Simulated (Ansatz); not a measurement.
NiTe2:
```
NiTe2
1.0
    3.85756     0.00000     0.00000
   -1.92878     3.34075     0.00000
    0.00000     0.00000     5.47075
Ni Te
1 2
Direct
  0.00000   0.00000   0.00000
  0.33333   0.66667   0.23788
  0.66667   0.33333   0.76212
```

Relaxed with r²SCAN. Special points in fractions of this cell's reciprocal vectors: Γ (0.000, 0.000, 0.000); M (0.500, 0.000, 0.000); K (0.333, 0.333, 0.000); A (0.000, 0.000, 0.500); L (0.500, 0.000, 0.500); H (0.333, 0.333, 0.500).

Question: List the band energies nearest the Fermi level at these points for the program Ansatz at the r²SCAN level (PAW).

Answer: In eV from the Fermi level; about four levels below and three above (degenerate sets whole), none deeper than 8.9 eV; points with the same levels are listed once.

```csv
k,below,above
Γ,-3.88 -3.88 -2.46 -2.46 -1.97,0.15 0.15 1.05 1.05
M,-3.02 -2.35 -2.29 -1.97,0.09 1.88 3.43
K,-1.76 -1.76 -0.34 -0.34,3.47 7.93 8.72 8.72
A,-1.79 -1.07 -0.24 -0.24,1.58 1.58 4.94
L,-2.36 -2.29 -2.24 -0.71,0.65 1.10 4.34
H,-2.71 -2.71 -2.36 -2.05 -2.05,1.82 1.82 6.98 6.98
```

Space group P-3m1 (CdI2 type). The first step of the workflow began from a Materials Project structure, measured or hypothetical; the Crystallography Open Database files this formula in space group No. 164, but the cells were not matched. Whether it is the stable phase at ambient conditions was not checked. The r²SCAN relaxation kept the symmetry of its start; whether a distortion lowers the energy is not shown. No spin polarisation was allowed. A crystal of weakly bound layers computed without a dispersion correction: the cell and the soft elastic constants depend strongly on that. Scalar-relativistic: spin–orbit coupling is off unless named, which matters more the heavier the elements.

Potentials: the later of the program's two PAW sets.
